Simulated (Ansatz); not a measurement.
Kick test of a cell of La₃YO₂

It was reached by relaxing an invented guess, and it needn't be the stable form of this composition.

Computed with Ansatz, DFT PBE, scalar-relativistic, plane waves, PAW. Settings: cutoff 420 eV, Γ-centred mesh 6×6×6 on the computed 6-atom cell, Gaussian smearing of 0.10 eV; no spin polarisation.

The cell below (6 atoms, space group R-3m (No. 166)) is relaxed within its symmetry.

```
La Y O
1.0
     3.91057    2.25777    3.10502
    -3.91057    2.25777    3.10502
     0.00000   -4.51554    3.10502
La Y O
3 1 2
Direct
  0.00000 0.00000 0.50000
  0.50000 0.00000 0.00000
  0.00000 0.50000 0.00000
  0.50000 0.50000 0.50000
  0.73960 0.73960 0.73960
  0.26040 0.26040 0.26040
```

For the test a repeat of it with 12 atoms (edges 5.48, 5.48, 10.96 Å) was strained at random (σ = 1.5 % a component), the atoms were moved at random (σ = 0.05 Å), and all was relaxed again on a coarse 4×4×2 mesh (in the run’s order of axes) with 0.20 eV smearing, with no symmetry imposed.

**Question.** What happens?

**Answer.** It returns, within 1 meV/atom of the unmoved cell on that mesh and with the same symmetry when read at 0.1 Å. So it is stable against the distortions that fit this cell and that this random move excites. Modes that don't fit the cell aren't tested.
